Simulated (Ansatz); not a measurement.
# 4 guesses for NbIn2Se3 and where they end

The calculation used DFT PBE, scalar-relativistic, plane waves, PAW (Ansatz 0.2.0). All cells share a 420 eV cutoff and Γ-centred k meshes spaced at most about 0.3 Å⁻¹ (about 0.25 or finer for metals, 2π included). Collinear spin in cells that started with moments and kept them past the coarse steps, no spin elsewhere.

Each guess was relaxed in cell and atoms at zero pressure, within the symmetry of its start. All energies are static (0 K, no zero-point motion). Coordination counts Se atoms around In and Nb (those within 1.25 times the shortest such distance or 1.15 times the sum of covalent radii; the shortest distance is added where it is long for a bond).

| guess | made from | start group | V start (Å³/atom) | end group | V end (Å³/atom) | coordination at the end | gap on mesh (eV) | largest moment (μB) | E over the lowest end (meV/atom) |
| --- | --- | --- | --- | --- | --- | --- | --- | --- | --- |
| 1 | random cell | P4/mmm | 31.0 | ? | ? | ? | ? | ? | ? |
| 2 | LaGe2Ir3 type | P6/mmm | 24.4 | P6/mmm | 28.2 | Nb 12 from 4.1 Å, In 6 | 0 | 3.2 | 1070 |
| 3 | random cell | P-3m1 | 30.4 | P-3m1 | 26.4 | Nb 6, In 3 | 0 | - | 0 |
| 4 | random cell | P6/mmm | 29.8 | P6/mmm | 38.6 | Nb 6, In 6 from 4.0 Å | 0 | - | 861 |

Guess 1 as it starts:

```cif
data_structure
_symmetry_space_group_name_H-M 'P4/mmm'
_symmetry_Int_Tables_number 123
_cell_length_a 4.9278
_cell_length_b 4.9278
_cell_length_c 7.6626
_cell_angle_alpha 90.000
_cell_angle_beta 90.000
_cell_angle_gamma 90.000
_cell_volume 186.07
loop_
_atom_site_label
_atom_site_type_symbol
_atom_site_symmetry_multiplicity
_atom_site_Wyckoff_symbol
_atom_site_fract_x
_atom_site_fract_y
_atom_site_fract_z
_atom_site_occupancy
Nb1 Nb 1 d 0.50000 0.50000 0.50000 1
In1 In 2 e 0.50000 0.00000 0.50000 1
Se1 Se 1 c 0.50000 0.50000 0.00000 1
Se2 Se 2 h 0.50000 0.50000 0.76698 1
```

**Question.** Fill in the missing row: what does this guess relax into, and where does it rank?

**Answer.** It ends in space group P4/mmm (No. 123), with a = 5.587 Å, c = 9.732 Å, 50.6 Å³/atom and no gap, without spin. It lies 0.68 eV/atom over the lowest end, above guess 3 and below guess 4. Counting Se atoms around In and Nb, this end has Nb 2, In 4 from 3.7 Å and the lowest (guess 3) has Nb 6, In 3. This end holds Se–Se units of three or more atoms (shortest 2.47 Å); in the lowest (guess 3) the shortest Se–Se distance is 3.65 Å.

```cif
data_structure
_symmetry_space_group_name_H-M 'P4/mmm'
_symmetry_Int_Tables_number 123
_cell_length_a 5.5874
_cell_length_b 5.5874
_cell_length_c 9.7321
_cell_angle_alpha 90.000
_cell_angle_beta 90.000
_cell_angle_gamma 90.000
_cell_volume 303.82
loop_
_atom_site_label
_atom_site_type_symbol
_atom_site_symmetry_multiplicity
_atom_site_Wyckoff_symbol
_atom_site_fract_x
_atom_site_fract_y
_atom_site_fract_z
_atom_site_occupancy
Nb1 Nb 1 d 0.50000 0.50000 0.50000 1
In1 In 2 e 0.50000 0.00000 0.50000 1
Se1 Se 1 c 0.50000 0.50000 0.00000 1
Se2 Se 2 h 0.50000 0.50000 0.74661 1
```

The zero of energy is the elements' standard structures at the same level; no fitted shifts are applied.

**Question.** Is the lowest end bound against the elements?

**Answer.** Yes: its formation energy is −0.48 eV/atom. It lies below the elements, which doesn't yet make it stable against other compounds or structures.

No dispersion correction is applied, so the spacing and binding between layers, chains or molecules are poorly described (P-3m1), and this can change margins and order among such cells. In P-3m1, P4/mmm, P6/mmm at 38.6 Å³/atom an odd number of electrons in the primitive cell allows no gap without spin; a larger cell or a magnetic state could open one. A magnetic state wasn't ruled out in cells without spin, among them P-3m1, P6/mmm at 38.6 Å³/atom. The reference form of Se is held partly by dispersion forces, which this level lacks. The magnetic state reached may not be the lowest. Cells relaxed within their symmetry can be saddle points. A lower structure may well exist outside this small set. Some candidate types were left out of the draw beforehand, so a known form may be missing.
